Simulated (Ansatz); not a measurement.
NiSi2 (fluorite type, space group Fm-3m)

```
NiSi2
1.0
    0.00000     2.72203     2.72203
    2.72203     0.00000     2.72203
    2.72203     2.72203     0.00000
Ni Si
1 2
Direct
  0.00000   0.00000   0.00000
  0.25000   0.25000   0.25000
  0.75000   0.75000   0.75000
```

In this cell atom 3 (Si, nearest neighbour Ni at 2.357 Å; its periodic images, 3.8 Å or more away, move with it) is moved by u·(0.707, 0.707, 0.000) + v·(0.000, 0.000, 1.000); the rest is frozen.

All values below come from PBE (plane waves to 420 eV, PAW, scalar-relativistic; Ansatz, a first-principles code). k mesh 12×12×12 (Γ-centred), Fermi-Dirac smearing 0.05 eV. Points where atoms come too close for the PAW data are left out (x in tables, blank in figures). With partly filled bands, energies and forces of such displacements shift with the k mesh and the smearing. Fu and Fv are the components of the force on the atom. NiSi2 is run without spin polarisation. NiSi2 was relaxed with its symmetry unable to fall. The PAW data are Ansatz's earlier set. The last digit holds for this mesh only.

Changes of Fv (eV/Å) from the point u = 0.000 Å, v = 0.000 Å when one coordinate moves alone (two changes are said to add if the coupling is within 5 % of the smaller one, nearly so within 20 %):

```
point                      change
-------------------------  ------
u = 0.000 Å, v = -0.590 Å   5.858
u = 0.000 Å, v = -0.295 Å   2.351
u = -0.590 Å, v = 0.000 Å  -3.526
u = -0.295 Å, v = 0.000 Å  -0.704
u = 0.295 Å, v = 0.000 Å   -0.704
u = 0.590 Å, v = 0.000 Å   -3.526
u = 0.000 Å, v = 0.295 Å   -2.351
u = 0.000 Å, v = 0.590 Å   -5.858
```

What is the change at u = -0.295 Å, v = -0.295 Å, where both move, and how far is it from the sum?

The sum of the single changes is -0.704 + (2.351) = 1.647; the calculation gives 1.750, so the coupling contributes 0.103 (under 20 % of the smaller single change, nearly additive).

Do the two effects add at u = -0.590 Å, v = -0.590 Å? Give the computed change.

The sum of the single changes is -3.526 + (5.858) = 2.332; the calculation gives 3.051, so the coupling contributes 0.719 (over 20 % of the smaller single change, not additive).

Do the two effects add at u = -0.295 Å, v = -0.590 Å? Give the computed change.

The sum of the single changes is -0.704 + (5.858) = 5.154; the calculation gives 5.062, so the coupling contributes -0.092 (under 20 % of the smaller single change, nearly additive).

(For displaced atoms, the force is minus the slope of the energy, and its curvature is a force constant, which sets phonon frequencies.)
